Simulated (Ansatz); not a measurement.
RhPb2:
```
CELL_PARAMETERS angstrom
     -3.33712     3.33712     2.91211
      3.33712    -3.33712     2.91211
      3.33712     3.33712    -2.91211
ATOMIC_POSITIONS crystal
  Rh 0.25000 0.25000 0.00000
  Rh 0.75000 0.75000 0.00000
  Pb 0.66525 0.16525 0.83049
  Pb 0.16525 0.33475 0.50000
  Pb 0.33475 0.83475 0.16951
  Pb 0.83475 0.66525 0.50000
```

Relaxed with PBEsol. Special points in fractions of this cell's reciprocal vectors: Γ (0.000, 0.000, 0.000); X (0.000, 0.000, 0.500); M (-0.500, 0.500, 0.500); Z (0.440, 0.440, -0.440); Z0 (-0.440, 0.560, 0.440); P (0.250, 0.250, 0.250); N (0.000, 0.500, 0.000).

List the band energies nearest the Fermi level at these points for PBEsol with spin–orbit coupling in the plane-wave PAW code Ansatz.

In eV from the Fermi level; about four levels below and three above (degenerate sets whole), none deeper than 8.9 eV; points with the same levels are listed once.

```csv
k,below,above
Γ,-0.80 -0.80 -0.73 -0.73,0.11 0.11 0.17 0.17
X,-0.99 -0.99 -0.89 -0.89,0.55 0.55 0.90 0.90
M,-1.20 -1.20 -0.92 -0.92,0.58 0.58 1.76 1.76
Z,-1.06 -1.06 -0.84 -0.84,0.47 0.47 1.51 1.51
P,-0.88 -0.88 -0.88 -0.88,0.38 0.38 0.38 0.38
N,-0.99 -0.99 -0.99 -0.99,0.55 0.55 0.55 0.55
```

Space group I4/mcm. The workflow started from an entry of the Crystallography Open Database (COD). Its standing as an ambient phase is unchecked. Symmetry was held in the PBEsol relaxation; its stability against distortions is not shown here. The run is not spin-polarised.

Potentials: the later of the program's two PAW sets.
